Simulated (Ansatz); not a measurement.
Relaxed-ion elastic tensor of Cu2O in space group Pn-3m (No. 224; Cu on 4b, O on 2a) in GPa (Voigt order), DFT-r²SCAN in the program Ansatz with PAW potentials; density 6.22 g/cm³, 12.74 Å³ per atom.

```tsv
	1	2	3	4	5	6
1	137	122	123	1.1	0.0	0.0
2	122	137	123	-1.1	0.0	0.0
3	123	123	136	0.0	0.0	0.0
4	1.1	-1.1	0.0	8.1	0.0	0.0
5	0.0	0.0	0.0	0.0	8.1	1.1
6	0.0	0.0	0.0	0.0	1.1	7.3
```

Problem. Is the crystal mechanically stable?

Solution. Yes: the smallest eigenvalue of C is 6.5 GPa.

Problem. Work out the Voigt, Reuss and Hill averages.

Solution. K_V = 127, K_R = 127, K_H = 127; G_V = 7.5, G_R = 7.3, G_H = 7.4 GPa.

Problem. Give Young's modulus, Poisson's ratio, Pugh's ratio and the universal anisotropy index.

Solution. E = 9KG/(3K + G) = 21.7 GPa; ν = 0.47; K/G = 17.21 (ductile by the Pugh limit of 1.75); A_U = 5G_V/G_R + K_V/K_R − 6 = 0.12.

Problem. Estimate the sound speeds and the Debye temperature.

Solution. v_l = √((K + 4G/3)/ρ) = 4700 m/s, v_t = √(G/ρ) = 1090 m/s, mean 1250 m/s; Θ = (h/k)(3n/4πV)^(1/3) v_m = 159 K.

The r²SCAN relaxation kept the symmetry of its start. The workflow began spin-polarised and lost its moments. No Hubbard U is applied.

Potentials: the earlier of the program's two PAW sets.
